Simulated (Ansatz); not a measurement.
MoPt (L1₀ or tetragonal B2, P4/mmm), a = 2.730 Å, b = 2.730 Å, c = 4.134 Å, α = 90.00°, β = 90.00°, γ = 90.00°.

This is the PBE-relaxed structure.

All from PBE in the plane-wave PAW code Ansatz, unless another level is named. Estimate the density of states at the Fermi level.

1.0 states/eV per atom (mean over ±0.08 eV).

Next, the formation energy from the elements (no fitted shifts)?

-0.26 eV/atom.

The start of the workflow was typed in or built on a structure type; neither database checked (COD, Materials Project) lists it. Whether it is the stable phase at ambient conditions was not checked. The cell was relaxed with PBE under the symmetry of its start; whether a distortion lowers the energy is not shown. The run is not spin-polarised. Axis ratios of metals converge slowly with the k-mesh, so a and c are less sure than the volume. The references are the lowest solids computed at this level, not always the standard phases. Spin–orbit coupling is left out wherever it is not named.

Potentials: the later of the program's two PAW sets.
